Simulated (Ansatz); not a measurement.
The elements of this relaxed trial crystal are hidden behind letters.

```
lattice vectors (Å)
   3.6787    0.0000    0.0000
   0.8548    6.3821    0.0000
   0.5299    0.7980   10.2560
fractional positions
X 0.2864 0.3352 0.9395
X 0.2633 0.0630 0.5834
X 0.6662 0.1671 0.2792
X 0.6789 0.8440 0.7943
Z 0.0598 0.6425 0.3967
Z 0.0632 0.8829 0.0770
Q 0.7877 0.2581 0.0642
Q 0.8278 0.8475 0.5780
Q 0.1454 0.2655 0.3888
Q 0.2024 0.6891 0.8887
Q 0.5522 0.8232 0.2507
Q 0.4665 0.1820 0.7596
```

Method: Ansatz 0.2.0, DFT PBE, scalar-relativistic, plane waves, PAW. The final run on the 12-atom cell used 420 eV, a Γ-centred 8×4×4 mesh, 0.02 eV smearing and no spin polarisation.

```
Space group                               : P1 (No. 1)
Conventional cell                         : a = 3.679 Å, b = 6.439 Å, c = 10.301 Å, α = 85.2°, β = 87.1°, γ = 82.4°
Volume per atom                           : 20.07 Å³
Density                                   : 4.42 g/cm³
Formation energy                          : −0.560 eV/atom
Gap on the 8×4×4 mesh of the 12-atom cell : 0.91 eV
```

Energies are uncorrected and count from the elements' standard states at the same level.

Q: X is an s-block element of period 2, Z is a d-block element of period 4 and Q is a p-block element of period 4. Which elements are they?

A: X = Be, Z = Zn, Q = Se, so the formula is Be2ZnSe3. Density times volume gives a mean mass of 4.42 × 20.07/1.6605 = 53.4 u per atom, and this set has 53.4 u. Around Be on its first site lie 4 Se at 2.20–2.28 Å; around Zn on its first site lie 4 Se at 2.41–2.62 Å; around Se on its first site lie 3 Be at 2.27–2.28 Å and 1 Zn at 2.49 Å; 9 more sites not described. Other sets within the hints have nearly the same mass, so mass alone doesn't settle it; this one was computed.

Kohn–Sham gaps at this level usually fall short of measured ones. This cell was reached by moving the atoms of another relaxed cell at random and relaxing again, last within the group found; it had no such test of its own.
